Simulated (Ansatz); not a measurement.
The start is a generated cell, AlNi placed in the NaTl structure type. A full variable-cell relaxation at zero pressure is run with PBEsol (plane waves to 420 eV, PAW, scalar-relativistic; Ansatz, a first-principles code). The first steps use a coarse 10×10×10 k-mesh.

Input geometry:
```yaml
crystal:
  lattice:
    - [0.00000, 2.91913, 2.91913]
    - [2.91913, 0.00000, 2.91913]
    - [2.91913, 2.91913, 0.00000]
  atoms:
    - { symbol: Al, position: [0.25000, 0.25000, 0.25000] }
    - { symbol: Al, position: [0.00000, 0.00000, 0.00000] }
    - { symbol: Ni, position: [0.50000, 0.50000, 0.50000] }
    - { symbol: Ni, position: [0.75000, 0.75000, 0.75000] }
```
Spin-polarised start, with parallel moments on Ni.

Task: What pressure does the first self-consistent step give?

Result: -4.5 GPa (negative: the cell is under tension).

Task: By how much does the energy per atom fall from start to end?

Result: 0.01 eV/atom.

Task: How does the volume change?

Result: -2.9 %, from 12.44 to 12.07 Å³/atom.

Task: How do the shortest distances between atoms change?

Result: The closest pairs of elements (up to four, under 3.6 Å), start → end: Ni–Ni 2.53 → 2.50 Å; Al–Ni 2.53 → 2.50 Å; Al–Al 2.53 → 2.50 Å.

Task: What magnetic moments remain?

Result: Zero (the starting moments vanished).

Task: Write out the relaxed structure.

Result: 
```cif
data_Al8Ni8
_chemical_formula_sum 'Al8 Ni8'
_space_group_name_H-M_alt 'Fd-3m :1'
_space_group_IT_number 227
_space_group_name_Hall 'F 4d 2 3 -1d'
_cell_length_a 5.78055
_cell_length_b 5.78055
_cell_length_c 5.78055
_cell_angle_alpha 90.000
_cell_angle_beta 90.000
_cell_angle_gamma 90.000
loop_
_atom_site_label
_atom_site_type_symbol
_atom_site_symmetry_multiplicity
_atom_site_Wyckoff_symbol
_atom_site_fract_x
_atom_site_fract_y
_atom_site_fract_z
_atom_site_occupancy
Al1 Al 8 b 0.50000 0.50000 0.50000 1
Ni1 Ni 8 a 0.00000 0.00000 0.00000 1
```
(The calculation used a cell of 4 atoms; values per cell refer to that cell.)

The space group stays Fd-3m (No. 227) (the run could not lower it); the end is AFLOW prototype AB_cF16_227_a_b (B32, as in NaTl), with 4 atoms in the primitive cell. Final values are on a 14×14×14 k-mesh of the relaxed cell. No spin polarisation in the result: the starting moments vanished. A magnetic state may lie lower.

The run could not lose the symmetry of its start, so the end can be a saddle point.

All atoms sit on sites fixed by symmetry, so only the cell could relax.

The relaxed structure here is a generated cell of AlNi: the first start was made by placing the elements on the sites of a structure type, and the end was not matched to a known phase here, so it may be hypothetical. Known forms of AlNi include space group No. 221.
